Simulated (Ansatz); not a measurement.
Ta2O5:
```
Ta2O5
1.0
    6.20972     0.00000     0.00000
    0.00000     7.32521     0.00000
    0.00000     0.00000     3.78839
Ta O
4 10
Direct
  0.22446   0.61908   0.00000
  0.72446   0.88092   0.00000
  0.77554   0.38092   0.00000
  0.27554   0.11908   0.00000
  0.19858   0.65640   0.50000
  0.69858   0.84360   0.50000
  0.80142   0.34360   0.50000
  0.30142   0.15640   0.50000
  0.50000   0.50000   0.00000
  0.00000   0.00000   0.00000
  0.38960   0.85983   0.00000
  0.88960   0.64017   0.00000
  0.61040   0.14017   0.00000
  0.11040   0.35983   0.00000
```

Relaxed with r²SCAN.

Problem. Give the Bader charges and basin volumes of the independent atoms, the program Ansatz at the r²SCAN level (PAW).

Solution. 

| atom | Bader charge (e) | Bader volume (Å³) |
|---|---|---|
| Ta1 | +3.09 | 9.1 |
| O5 | -1.19 | 14.7 |
| O9 | -1.22 | 14.5 |
| O11 | -1.28 | 12.0 |

Space group Pbam. The start of the workflow was typed in or built on a structure type; the Crystallography Open Database copy checked does not list it. COD files the formula under space group No. 49. Its standing as an ambient phase is unchecked. The cell was relaxed with r²SCAN under the symmetry of its start; its stability against distortions is not shown here. No spin polarisation was allowed. Spin–orbit coupling is left out wherever it is not named.

Potentials: the earlier of the program's two PAW sets.
